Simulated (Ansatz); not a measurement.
Relaxed-ion elastic tensor of Al (bcc (W type), space group No. 229) in GPa (Voigt order), LDA (plane waves, PAW; program Ansatz); density 2.76 g/cm³, 16.22 Å³ per atom.

```
46.0  87.6  87.6   0.0   0.0   0.0
87.6  46.0  87.6   0.0   0.0   0.0
87.6  87.6  46.0   0.0   0.0   0.0
 0.0   0.0   0.0  42.1   0.0   0.0
 0.0   0.0   0.0   0.0  42.1   0.0
 0.0   0.0   0.0   0.0   0.0  42.1
```

### Question
Is the crystal mechanically stable?

### Answer
No: the smallest eigenvalue of C is -41.6 GPa.

Space group Im-3m (bcc (W type)). The workflow started from a Materials Project entry (that database holds measured and hypothetical structures alike); the Crystallography Open Database copy checked does not list it. It is not the phase usual at ambient conditions (space group No. 225). The LDA relaxation kept the symmetry of its start. At this level the phase is mechanically unstable. As this level gives no gap, shear constants depend on the k-mesh and smearing (Fermi–Dirac, 0.1 eV here).

Potentials: the later of the program's two PAW sets.
